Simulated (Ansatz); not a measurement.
CuI in space group Cmcm (No. 63; Cu on 4c, I on 4c) at seven volumes, DFT-r²SCAN+D4 in the program Ansatz with PAW potentials, shape and atoms relaxed at each. One row is withheld.

| V (Å³/atom) | P (GPa) |
|---|---|
| 25.619 | 1.35 |
| 26.463 | 0.79 |
| 27.308 | 0.35 |
| 28.153 | 0.00 |
| 28.997 | -0.28 |
| 29.842 | ? |
| 30.686 | -0.65 |

Q: Fit the shown pressures and predict the withheld one.

A: Third-order Birch–Murnaghan: P = (3/2)B₀(x^(7/2) − x^(5/2))[1 + (3/4)(B′ − 4)(x − 1)] with x = (V₀/V)^(2/3). Least squares on the six rows gives V₀ = 28.148 Å³/atom, B₀ = 10.32 GPa, B′ = 7.12. At V = 29.842, x = 0.9618 and P = -0.49 GPa. The run itself gave -0.50 GPa.

The workflow started from a Materials Project entry (that database holds measured and hypothetical structures alike); the Crystallography Open Database copy checked does not list it. It is not the phase usual at ambient conditions (space group No. 216). The cell was relaxed with r²SCAN+D4 under the symmetry of its start; whether a distortion lowers the energy is not shown. The run is not spin-polarised. Scalar-relativistic: spin–orbit coupling is off unless named, which matters more the heavier the elements.

Potentials: the later of the program's two PAW sets.
